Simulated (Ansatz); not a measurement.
Task: Name crystals whose computed values (r²SCAN in the plane-wave PAW code Ansatz) fall in these windows: electron conductivity mass (mₑ) 0.045 to 0.059; B₀ by P(V) fit (GPa) 63 to 85; HSE06 gap (eV) 0.53 to 0.71.

Result: 

```tsv
crystal	electron conductivity mass (mₑ)	B₀ by P(V) fit (GPa)	HSE06 gap (eV)
InP, P6_222 (In on 3d, P on 3c)	0.052	71.2	0.66
InP, P6_422 (In on 3c, P on 3d)	0.052	73.6	0.66
```
Others may fit too.

Typed or built starts, not in the databases checked: InP, P6_222 (In on 3d, P on 3c); InP, P6_422 (In on 3c, P on 3d). Not the usual ambient phase: InP, P6_222 (In on 3d, P on 3c); InP, P6_422 (In on 3c, P on 3d). All cells were relaxed under the symmetry of their starts (and spin orders); stability against distortions was not tested throughout. Spin–orbit coupling is left out wherever it is not named.

Potentials: the earlier of the program's two PAW sets.
